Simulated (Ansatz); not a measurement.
Al2Au (fluorite or antifluorite type, space group No. 225), plane-wave PAW PBEsol (Ansatz code), all energies at zero smearing, with the estimated change up to a 700 eV cutoff added, with one set of potentials and settings (totals compare only within such a set). Cell of 3 atoms (1 Au, 2 Al): -14057.550 eV.

```json
[
 {"element": "Au", "reference phase": "Fm-3m, 1 atoms in the cell", "E (eV/atom)": "-13007.0999"},
 {"element": "Al", "reference phase": "Fm-3m, 1 atoms in the cell", "E (eV/atom)": "-524.5507"}
]
```

Formation energy per atom, worked out: (-14057.550 − 1×(-13007.0999) − 2×(-524.5507))/3 = -0.450 eV/atom (-43 kJ per mol of atoms), at 0 K, without zero-point energy or fitted corrections.

The PBEsol relaxation kept the symmetry of its start; of distortions, only those at the zone centre were tested. The references are the lowest solids computed at this level, not always the standard phases. Scalar-relativistic: spin–orbit coupling is off unless named, which matters more the heavier the elements.

Potentials: the later of the program's two PAW sets.
